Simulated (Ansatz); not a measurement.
PbS:
```
CELL_PARAMETERS angstrom
      0.00000     3.27158     3.27158
      3.27158     0.00000     3.27158
      3.27158     3.27158     0.00000
ATOMIC_POSITIONS crystal
  S  0.25000 0.25000 0.25000
  Pb 0.00000 0.00000 0.00000
```

This is the PBEsol-relaxed structure. x, y and z are the axes in which the lattice vectors are written.

### Question
All from plane-wave PAW PBEsol (Ansatz code), unless another level is named. Give the piezoelectric stress constants (proper, relaxed ions, C/m²).

### Answer
e14 = e25 = e36 = -0.37.

### Question
And the bulk modulus (Birch–Murnaghan fit)?

### Answer
38.9 GPa.

### Question
What about the highest zone-centre frequency (without LO–TO term)?

### Answer
178 cm⁻¹.

Space group F-43m (zinc blende). The start of the workflow was typed in or built on a structure type; neither database checked (COD, Materials Project) lists it. It is not the phase usual at ambient conditions (space group No. 225). Symmetry was held in the PBEsol relaxation. At this level the phase is mechanically unstable. Signs of piezoelectric constants follow the polarity of the cell as given. Scalar-relativistic: spin–orbit coupling is off unless named, which matters more the heavier the elements.

Potentials: the earlier of the program's two PAW sets. The files were generated under PBE; for other functionals the program regenerates the frozen cores, and for LDA and PBEsol the local potential too.
